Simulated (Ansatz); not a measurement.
Consider the following.

Si3N4:
```cif
data_N16Si12
_chemical_formula_sum 'Si12 N16'
_space_group_name_H-M_alt 'P31c'
_space_group_IT_number 159
_space_group_name_Hall 'P 3 -2c'
_cell_length_a 7.77114
_cell_length_b 7.77114
_cell_length_c 5.63343
_cell_angle_alpha 90.000
_cell_angle_beta 90.000
_cell_angle_gamma 120.000
loop_
_atom_site_label
_atom_site_type_symbol
_atom_site_symmetry_multiplicity
_atom_site_Wyckoff_symbol
_atom_site_fract_x
_atom_site_fract_y
_atom_site_fract_z
_atom_site_occupancy
Si1 Si 6 c 0.08251 0.57077 0.19617 1
Si2 Si 6 c 0.08592 0.25344 0.48879 1
N1 N 6 c 0.04526 0.65576 0.46890 1
N2 N 2 a 0.00000 0.00000 0.48959 1
N3 N 6 c 0.00396 0.31908 0.23510 1
N4 N 2 b 0.33333 0.66667 0.13970 1
```

This is the PBEsol-relaxed structure.

Problem. All from plane-wave PAW PBEsol (Ansatz code), unless another level is named. Predict the static dielectric constant ε0 (ions relaxed, cell fixed).

Solution. 8.36 (xx = yy), 8.09 (zz).

Problem. What about the Born charges (a third of the trace)?

Solution. Si +3.36, N -2.54 to -2.47 e.

Problem. Predict the largest static χ(2) component.

Solution. 1.3 pm/V.

Problem. What about the electronic dielectric constant ε∞ (DFPT)?

Solution. 4.35 (xx = yy), 4.29 (zz).

The first step of the workflow began from a Materials Project structure, measured or hypothetical; the Crystallography Open Database files this formula in space group No. 159, but the cells were not matched. It is not the phase usual at ambient conditions (space group No. 176). The PBEsol relaxation kept the symmetry of its start; its stability against distortions is not shown here.

Potentials: the earlier of the program's two PAW sets. The files were generated under PBE; for other functionals the program regenerates the frozen cores, and for LDA and PBEsol the local potential too.
